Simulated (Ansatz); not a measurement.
The calculation used Ansatz 0.2.0, DFT PBE, scalar-relativistic, plane waves, PAW. Settings: cutoff 420 eV, Γ-centred meshes spaced at most about 0.3 Å⁻¹, and about 0.25 Å⁻¹ or finer for metals (2π included), Gaussian smearing. Collinear spin in cells that started with moments and kept them past the coarse steps, no spin elsewhere.

Temperature and zero-point effects are left out. All come from trial cells, and lower structures may exist.

Question: Which of these relaxed structures of TiRuC₄N₄ is the lowest in energy?
1.

```cif
data_structure
_symmetry_space_group_name_H-M 'Cmm2'
_symmetry_Int_Tables_number 35
_cell_length_a 6.0460
_cell_length_b 10.4159
_cell_length_c 4.3275
_cell_angle_alpha 90.000
_cell_angle_beta 90.000
_cell_angle_gamma 90.000
_cell_volume 272.52
loop_
_atom_site_label
_atom_site_type_symbol
_atom_site_symmetry_multiplicity
_atom_site_Wyckoff_symbol
_atom_site_fract_x
_atom_site_fract_y
_atom_site_fract_z
_atom_site_occupancy
Ti1 Ti 2 a 0.00000 0.00000 0.30296 1
Ru1 Ru 2 b 0.50000 0.00000 0.22238 1
C1 C 4 e 0.50000 0.19303 0.23089 1
C2 C 4 d 0.71833 0.00000 0.89923 1
N1 N 4 e 0.50000 0.30592 0.23175 1
N2 N 4 d 0.77226 0.00000 0.62723 1
```

2.

```cif
data_structure
_symmetry_space_group_name_H-M 'P-43m'
_symmetry_Int_Tables_number 215
_cell_length_a 5.8349
_cell_length_b 5.8349
_cell_length_c 5.8349
_cell_angle_alpha 90.000
_cell_angle_beta 90.000
_cell_angle_gamma 90.000
_cell_volume 198.66
loop_
_atom_site_label
_atom_site_type_symbol
_atom_site_symmetry_multiplicity
_atom_site_Wyckoff_symbol
_atom_site_fract_x
_atom_site_fract_y
_atom_site_fract_z
_atom_site_occupancy
Ti1 Ti 1 b 0.50000 0.50000 0.50000 1
Ru1 Ru 1 a 0.00000 0.00000 0.00000 1
C1 C 4 e 0.19043 0.19043 0.19043 1
N1 N 4 e 0.30929 0.30929 0.30929 1
```

Answer: 1. It has space group Cmm2 (No. 35); the next, 2, with space group P-43m (No. 215), lies 195 meV/atom higher. Largest moments: 1 no spin, 2 0.5 μB. The shortest distance is 1.18 Å (C–N) in the lowest and 1.20 Å (C–N) in the next.

The magnetic state reached may not be the lowest. Cells relaxed within their symmetry can be saddle points. The Cmm2 cell of TiRuC4N4 came from shaking the P-43m one. Some types were kept out of the candidates beforehand, so the set may lack a known form.
